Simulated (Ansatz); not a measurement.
In PBE in the plane-wave PAW code Ansatz, SnC in the wurtzite structure (P6_3mc) relaxes to a = 3.591 Å, c = 5.879 Å. Sn has 4 nearest neighbours from 2.20 Å (tetrahedral); C has 4 nearest neighbours from 2.20 Å (tetrahedral). Its formation energy from the elements is 79 kJ/mol of atoms, with no fitted shifts.

The Kohn–Sham gap is 0.80 eV (direct). The valence maximum lies at Γ and the conduction minimum at Γ. Gap from PBE with spin–orbit coupling: 0.79 eV. The electron mass is 0.073, 0.086, 0.086 mₑ (principal values).

The bulk modulus is 123 GPa.

The start of the workflow was typed in or built on a structure type; neither database checked (COD, Materials Project) lists it. Whether it is the stable phase at ambient conditions was not checked. The cell was relaxed with PBE under the symmetry of its start; its stability against distortions is not shown here. Its formation energy is positive at this level, so the cell may be metastable or incomplete. The references are the lowest solids computed at this level, not always the standard phases. Scalar-relativistic: spin–orbit coupling is off unless named, which matters more the heavier the elements.

Potentials: the later of the program's two PAW sets.
